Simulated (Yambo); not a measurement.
Yambo run on KHF2 (space group I4/mcm, No. 140). The wavefunctions are norm-conserving PBEsol (Quantum ESPRESSO, 84 Ry, no spin-orbit coupling) ones on a 4×4×4 mesh (24 occupied bands); a = 5.188 Å, b = 5.188 Å, c = 5.188 Å, α = 114.69°, β = 114.69°, γ = 99.48°.

Yambo input:

```
rim_cut
HF_and_locXC
RandQpts= 1000000
RandGvec= 1 Ry
EXXRLvcs= 84 Ry
VXCRLvcs= 336 Ry
% QPkrange
 1 | 1 | 24 | 25 |
 3 | 3 | 24 | 25 |
 6 | 6 | 24 | 25 |
 8 | 8 | 24 | 25 |
 13 | 13 | 24 | 25 |
%
```

k points by index: 1 = Γ, 3 = X, 6 = N, 8 = P, 13 = Z.

The o-*.hf file then holds:

```
#    K-point    Band    Eo [eV]    Ehf [eV]    Vxc [eV]    Vnlxc [eV]
#
    1    24    -0.057630    -8.221793    -22.23556    -30.39972
    1    25    7.178206    11.38591    -8.874509    -4.666805
    3    24    -0.203683    -8.349209    -22.00745    -30.15298
    3    25    9.895573    14.41229    -9.588245    -5.071528
    6    24    -0.254869    -8.368314    -21.86085    -29.97429
    6    25    9.674276    14.26088    -10.31763    -5.731026
    8    24    -0.236521    -7.817756    -22.70111    -30.28235
    8    25    10.34945    15.19435    -10.38879    -5.543889
    13    24    0.000000    -8.176792    -22.38885    -30.56564
    13    25    9.652378    14.53785    -9.583371    -4.697898
```
Exchange alone, without screening.

Geometry of the Materials Project entry, not relaxed at this level.
